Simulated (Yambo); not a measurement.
Material: a free-standing PtSe2 monolayer (symmetry P-3m1, slab cell 15.6 Å high); a = b = 3.7100 Å, c = 15.6000 Å, α = β = 90.00°, γ = 120.00° (3 atoms in the cell). The layer was cut from Materials Project entry mp-1115 and relaxed with PBE+D3(BJ) in a cell 15.6 Å high, with the Coulomb interaction truncated along z.

With norm-conserving PBE (stringent potentials; Quantum ESPRESSO, 104 Ry, no spin-orbit coupling), the gap between the mesh's edge points (Γ → (0, 0.167)) is 1.642 eV.

### Question
What does a G0W0 run in Yambo give for it (6×6×1 Γ-centred k mesh, bands 23 to 142 and a 6 Ry block in the screening, 142 bands in G with the Bruneval-Gonze terminator, plasmon pole fitted at 27.2 eV, slab-truncated Coulomb interaction, stochastic integration of W near q = 0)?

### Answer
The correction is 0.965 eV, giving 2.607 eV, 1.6 times the PBE value. The mesh misses a band edge: along a dense path the PBE gap is 1.37 eV against 1.64 eV on the mesh. Convergence of the G0W0 settings was not tested. Spin-orbit coupling is left out, which matters for elements this heavy: edges can move by tenths of an eV.
